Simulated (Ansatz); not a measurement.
BeSe:
```
CELL_PARAMETERS angstrom
      3.65031     0.00000     0.00000
     -1.82515     3.16126     0.00000
      0.00000     0.00000     6.01901
ATOMIC_POSITIONS crystal
  Be 0.33333 0.66667 0.99949
  Se 0.66667 0.33333 0.12551
  Be 0.66667 0.33333 0.49949
  Se 0.33333 0.66667 0.62551
```

Relaxed with PBE. Special points in fractions of this cell's reciprocal vectors: Γ (0.000, 0.000, 0.000); M (0.500, 0.000, 0.000); K (0.333, 0.333, 0.000); A (0.000, 0.000, 0.500); L (0.500, 0.000, 0.500); H (0.333, 0.333, 0.500).

List the band energies nearest the valence-band maximum at these points for DFT-PBE with spin–orbit coupling in the program Ansatz with PAW potentials.

In eV from the valence-band maximum; about four levels below and three above (degenerate sets whole), none deeper than 8.9 eV; points with the same levels are listed once.

```csv
k,below,above
Γ,-0.10 -0.10 0.00 0.00,3.82 3.82 4.02 4.02
M,-2.43 -2.43 -1.27 -1.27,3.25 3.25 4.61 4.61
K,-3.09 -3.03 -2.94 -2.94,3.18 3.18 7.44
A,-0.66 -0.66 -0.66 -0.66,4.22 4.22 4.22 4.22
L,-2.04 -2.04 -2.04 -2.04,3.31 3.31 3.31 3.31
H,-1.79 -1.79 -1.74 -1.74,4.40 4.40 4.40 4.40
```

Space group P6_3mc (wurtzite). The start of the workflow was typed in or built on a structure type; neither database checked (COD, Materials Project) lists it. COD files the formula under space group No. 216, so this cell is another polymorph or a model. Whether it is the stable phase at ambient conditions was not checked. The PBE relaxation kept the symmetry of its start; its stability against distortions is not shown here.

Potentials: the earlier of the program's two PAW sets.
